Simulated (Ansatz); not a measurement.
CaO (rock salt)

```yaml
crystal:
  lattice:
    - [0.00000, 2.39742, 2.39742]
    - [2.39742, 0.00000, 2.39742]
    - [2.39742, 2.39742, 0.00000]
  atoms:
    - { symbol: Ca, position: [0.00000, 0.00000, 0.00000] }
    - { symbol: O, position: [0.50000, 0.50000, 0.50000] }
```

The numbers are results of r2SCAN (plane waves to 500 eV, PAW, scalar-relativistic; Ansatz, an electronic-structure program), not measurements. Harmonic phonons by density-functional perturbation theory on a 10×10×10 k mesh, in cm⁻¹; i marks imaginary ones, q is in fractions of the reciprocal vectors of the cell shown, and the three acoustic modes at Γ are left out. The non-analytic (LO-TO) term is not included, so polar modes at Γ have their transverse values. CaO was relaxed with its symmetry unable to fall.

Is the structure dynamically stable at Γ, L = (0.5, 0.0, 0.0), X = (0.5, 0.5, 0.0)?

No imaginary mode at these points (lowest 182 cm⁻¹ at L = (0.5, 0.0, 0.0)); other wave vectors were not tested.

List the wavenumbers at Γ, L = (0.5, 0.0, 0.0), X = (0.5, 0.5, 0.0), with degeneracies.


```tsv
q	wavenumbers (cm⁻¹)
Γ	284 (×3)
L = (0.5, 0.0, 0.0)	182 (×2), 313 (×2), 377, 482
X = (0.5, 0.5, 0.0)	204 (×2), 300, 308 (×2), 398
```
